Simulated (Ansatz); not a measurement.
Input and command of a calculation in Ansatz (plane waves; scalar-relativistic PAW potentials unless the input names others):

```yaml
crystal:
  lattice:
    - [4.043, 0.0, 0.0]
    - [0.0, 4.043, 0.0]
    - [0.0, 0.0, 4.043]
  atoms:
    - { symbol: Sb, position: [0.0, 0.0, 0.0], spin: 2.0 }
    - { symbol: "N", position: [0.5, 0.5, 0.5] }
    - { symbol: Zn, position: [0.5, 0.5, 0.0] }
    - { symbol: Zn, position: [0.5, 0.0, 0.5] }
    - { symbol: Zn, position: [0.0, 0.5, 0.5] }
basis:
  ecutwfc: 420
kpoints:
  mp_grid: { grid: [10, 10, 10] }
hamiltonian:
  xc: pbesol
scf:
  occupations: { method: fermi_dirac, width: 0.15 }
  max_iter: 60
output:
  forces: true
  eigenvalues: true
  stress: true
```

```bash
ansatz run input.yaml --threads 1 --pin off --max-ram 2560MiB --backend cpu --events-out ev --progress --plain --runs-dir out
```

Task: What will the program do with this input?

Result: The program refuses it, because of a moment without spin polarisation (crystal.atoms[0].spin: not typed → 2.0). Without that key it is accepted.

Abridged log:
```
Error: inconsistent input (magnetization.spin_polarized): false but per-atom `spin:`, `per_species`, `initial_magnetization`, `magnetic_field`, or `spin_locking` is set
```